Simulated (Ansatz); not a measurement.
# CsPbI₂Br: energy along a strain

CsPbI₂Br, P4/mmm, a = 6.375 Å, c = 5.962 Å (as given, not relaxed at this level: -1.7 GPa). The structure is a Materials Project entry; whether it is the stable form wasn't checked. Ansatz: LDA, PAW, 420 eV, Γ-centred 4×4×6 mesh on 5 atoms, Gaussian smearing 0.05 eV; no spin polarisation. Cell vectors (Å): 6.375 0.000 0.000; 0.000 6.375 0.000; 0.000 0.000 5.962. The cell is strained by x per cent times the pattern (0 0 1 0 0 0) in the order xx yy zz yz xz xy (engineering shears), with fractional coordinates held. y is the free energy over the start, V0 = 48.466 Å³/atom.

| x (%) | y (meV/atom) |
| --- | --- |
| -4.00 | ? |
| -2.00 | -9.39 |
| 0.00 | 0.00 |
| 1.00 | 6.33 |
| 3.00 | 21.59 |
| 4.00 | 30.29 |

Q: Fit y = c1 x + c2 x² + c3 x³ to the other rows, get the stiffness along the pattern, and predict the missing energy.

A: Least squares on the rows shown. y = 5.8228 x + 0.52161 x² − 0.021073 x³. The clamped-ion stiffness p·C·p = 2 × 5.216 eV × 160.2 / 48.466 Å³ = 34 GPa, which is C33 in these axes (second derivative at the start, which stands under stress). At x = -4.00 the fit asked for gives -13.60 meV/atom. The run gave -13.34 meV/atom, so the fit is 0.26 meV/atom too low, 0.6 % of the span of the series, against an rms of 0.004 meV/atom on the fitted rows. The row lies outside the fitted range. With a term in x⁴ added, a fit to the same known rows (none to spare) predicts -13.38 meV/atom, so most of the miss is curvature that the known rows already hold.

Spin–orbit coupling is left out, which can shift energies with elements as heavy as these.